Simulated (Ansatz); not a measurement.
Space group P6_3mc (No. 186). a = 3.848 Å, b = 3.848 Å, c = 25.159 Å, α = 90.00°, β = 90.00°, γ = 120.00°
```tsv
atom	site	symmetry	x	y	z
Zn	2a	3m.	0.0000	0.0000	0.0000
Zn	2b	3m.	0.3333	0.6667	0.1249
Zn	2b	3m.	0.3333	0.6667	0.3751
Zn	2b	3m.	0.3333	0.6667	0.7500
S	2a	3m.	0.0000	0.0000	0.0937
S	2b	3m.	0.3333	0.6667	0.2186
S	2b	3m.	0.3333	0.6667	0.4688
S	2b	3m.	0.3333	0.6667	0.8439
```

Equation of state of this ZnS structure (not necessarily the ground state), with shape and atoms relaxed at each volume where symmetry leaves them free. Computed with Ansatz, DFT PBE, scalar-relativistic, plane waves, PAW.

Plane waves to 420 eV, a k mesh through Γ of 12×12×2 on the computed 16-atom cell and Gaussian smearing (0.02 eV); no spin polarisation.

```json
{"V (Å³/atom)": "17.741", "E − E(largest V) (meV/atom)": "43.23", "P (GPa)": "11.82", "gap on mesh (eV)": "2.60"}
{"V (Å³/atom)": "18.346", "E − E(largest V) (meV/atom)": "5.82", "P (GPa)": "8.10", "gap on mesh (eV)": "2.45"}
{"V (Å³/atom)": "18.951", "E − E(largest V) (meV/atom)": "-18.67", "P (GPa)": "4.96", "gap on mesh (eV)": "2.30"}
{"V (Å³/atom)": "19.556", "E − E(largest V) (meV/atom)": "-32.22", "P (GPa)": "2.29", "gap on mesh (eV)": "2.16"}
{"V (Å³/atom)": "20.161", "E − E(largest V) (meV/atom)": "-36.47", "P (GPa)": "0.02", "gap on mesh (eV)": "2.03"}
{"V (Å³/atom)": "20.766", "E − E(largest V) (meV/atom)": "-32.83", "P (GPa)": "-1.90", "gap on mesh (eV)": "1.91"}
{"V (Å³/atom)": "21.370", "E − E(largest V) (meV/atom)": "-22.49", "P (GPa)": "-3.53", "gap on mesh (eV)": "1.78"}
{"V (Å³/atom)": "22.177", "E − E(largest V) (meV/atom)": "0.00", "P (GPa)": "-5.34", "gap on mesh (eV)": "1.63"}
```

Q: Fit a third-order Birch–Murnaghan equation to E(V).

A: V0 = 20.17 Å³/atom, B0 = 69 GPa, B0' = 4.4.

The gaps are read on the mesh, which can miss the band edges, so they can be too wide.

Cost: 8 runs of about 68 core-minutes in all, on Intel Xeon Processor @ 2.50GHz (Skylake/Cascade Lake) (shared hosts).